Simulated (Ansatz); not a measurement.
# Energy landscape of Bi2Te2Se

3 relaxations of Bi2Te2Se ended in 3 distinct structures. These are r2SCAN+rVV10 (plane waves to 500 eV, PAW, scalar-relativistic; Ansatz, an electronic-structure program) values and carry that method's errors.

| # | space group | Pearson | type | E − E(lowest) (eV/atom) | V (Å³/atom) | gap (eV, no SOC) | runs ending here |
|---|---|---|---|---|---|---|---|
| 1 | R-3m | hR5 | – | 0.000 | 32.98 | 0.51 | 1 |
| 2 | P-3m1 | hP5 | – | 0.004 | 33.49 | 0.66 | 1 |
| 3 | R-3m | hR5 | – | 0.025 | 35.70 | 0.88 | 1 |

R-3m, hR5 is the lowest of the structures calculated here.

```cif
data_Bi6Se3Te6
_chemical_formula_sum 'Bi6 Te6 Se3'
_space_group_name_H-M_alt 'R-3m :H'
_space_group_IT_number 166
_space_group_name_Hall '-R 3 2"'
_cell_length_a 4.30366
_cell_length_b 4.30366
_cell_length_c 30.84258
_cell_angle_alpha 90.000
_cell_angle_beta 90.000
_cell_angle_gamma 120.000
loop_
_atom_site_label
_atom_site_type_symbol
_atom_site_symmetry_multiplicity
_atom_site_Wyckoff_symbol
_atom_site_fract_x
_atom_site_fract_y
_atom_site_fract_z
_atom_site_occupancy
Bi1 Bi 6 c 0.00000 0.00000 0.39322 1
Te1 Te 6 c 0.00000 0.00000 0.21652 1
Se1 Se 3 a 0.00000 0.00000 0.00000 1
```
(The calculation used a cell of 5 atoms; values per cell refer to that cell.)

1 run with a doubtful electronic state, a coarser numerical grid, an end not at rest or a source that can't be used is left out. Each run could gain symmetry but not lose that of its start, so entries can be saddle points. From databases, or of a type measured for this composition: R-3m, hR5; the others are generated cells (placed on structure types, drawn at random, substituted or restacked) that were not matched to a known phase here. Energies are at zero temperature and pressure, without zero-point motion. Each cell has its own k-point mesh; energy differences are given only to the digits this allows. No spin polarisation in the result. Without spin-orbit coupling the bands of the heavy element are not split, so the gap can be far off.
